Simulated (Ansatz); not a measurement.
Geometry optimisation in Ansatz: input, command and trajectory.

```yaml
crystal:
  lattice:
    - [4.7754488736, 0.0, 0.0]
    - [0.0, 4.7754488736, 0.0]
    - [0.0, 0.0, 4.7754488736]
  atoms:
    - { symbol: Ni, position: [0.5, 0.5, 0.5] }
    - { symbol: B, position: [0.0, 0.0, 0.0] }
    - { symbol: Te, position: [0.0, 0.5, 0.5] }
    - { symbol: Te, position: [0.5, 0.0, 0.5] }
    - { symbol: Te, position: [0.5, 0.5, 0.0] }
basis:
  ecutwfc: 500
kpoints:
  mp_grid: { grid: [4, 4, 4] }
hamiltonian:
  xc: r2scan
scf:
  occupations: { method: gaussian, width: 0.1 }
  lower_state_search: "off"
output:
  forces: true
  stress: true
  eigenvalues: true
relax:
  adjacent_minimum: "off"
  f_tol: 0.04
  max_steps: 70
  cell: { stress_tol: 0.4 }
```

```bash
ansatz run input.yaml --threads 1 --pin off --max-ram 2560MiB --backend cpu --events-out ev --progress --plain --runs-dir out
```

These are results of DFT r2SCAN, scalar-relativistic, plane waves, PAW in Ansatz 0.2.0, not measurements.

Of 4 frames 4 are shown, positions in Å and forces in eV/Å; the SCF threshold varies from step to step. Steps run on the plane waves of an earlier cell, with a Pulay correction in the pressure. The basis is chosen afresh for the last frame, the zero of the energies, and at times for earlier ones too; energy and pressure step there, also at an unchanged geometry.

```xyz
5
Lattice="4.7754 0.0000 0.0000 0.0000 4.7754 0.0000 0.0000 0.0000 4.7754" Properties=species:S:1:pos:R:3:forces:R:3 pbc="T T T" step=1 free_energy_over_end_meV_per_atom=130.94 pressure_GPa=12.75
Ni    2.3877    2.3877    2.3877    0.0000    0.0000    0.0000
B     0.0000    0.0000    0.0000    0.0000    0.0000    0.0000
Te    0.0000    2.3877    2.3877    0.0000    0.0000    0.0000
Te    2.3877    0.0000    2.3877    0.0000    0.0000    0.0000
Te    2.3877    2.3877    0.0000    0.0000    0.0000    0.0000
5
Lattice="5.0083 0.0000 0.0000 0.0000 5.0083 0.0000 0.0000 0.0000 5.0083" Properties=species:S:1:pos:R:3:forces:R:3 pbc="T T T" step=2 free_energy_over_end_meV_per_atom=2.72 pressure_GPa=1.07
Ni    2.5041    2.5041    2.5041    0.0000    0.0000    0.0000
B     0.0000    0.0000    0.0000    0.0000    0.0000    0.0000
Te    0.0000    2.5041    2.5041    0.0000    0.0000    0.0000
Te    2.5041    0.0000    2.5041    0.0000    0.0000    0.0000
Te    2.5041    2.5041    0.0000    0.0000    0.0000    0.0000
5
Lattice="5.0318 0.0000 0.0000 0.0000 5.0318 0.0000 0.0000 0.0000 5.0318" Properties=species:S:1:pos:R:3:forces:R:3 pbc="T T T" step=3 free_energy_over_end_meV_per_atom=1.34 pressure_GPa=0.26
Ni    2.5159    2.5159    2.5159    0.0000    0.0000    0.0000
B     0.0000    0.0000    0.0000    0.0000    0.0000    0.0000
Te    0.0000    2.5159    2.5159    0.0000    0.0000    0.0000
Te    2.5159    0.0000    2.5159    0.0000    0.0000    0.0000
Te    2.5159    2.5159    0.0000    0.0000    0.0000    0.0000
5
Lattice="5.0318 0.0000 0.0000 0.0000 5.0318 0.0000 0.0000 0.0000 5.0318" Properties=species:S:1:pos:R:3:forces:R:3 pbc="T T T" step=4 free_energy_over_end_meV_per_atom=0.00 pressure_GPa=0.29
Ni    2.5159    2.5159    2.5159    0.0000    0.0000    0.0000
B     0.0000    0.0000    0.0000    0.0000    0.0000    0.0000
Te    0.0000    2.5159    2.5159    0.0000    0.0000    0.0000
Te    2.5159    0.0000    2.5159    0.0000    0.0000    0.0000
Te    2.5159    2.5159    0.0000    0.0000    0.0000    0.0000
```

The start puts this composition into another compound's structure type, which needn't suit it. At the end the space group is Pm-3m (tolerance 0.05 Å).

Time: 43 s on 1 thread of Arm Neoverse V2 (shared host), peak memory 0.68 GiB.

The k mesh is coarse. Spin polarisation was left out, and a magnetic state may lie lower.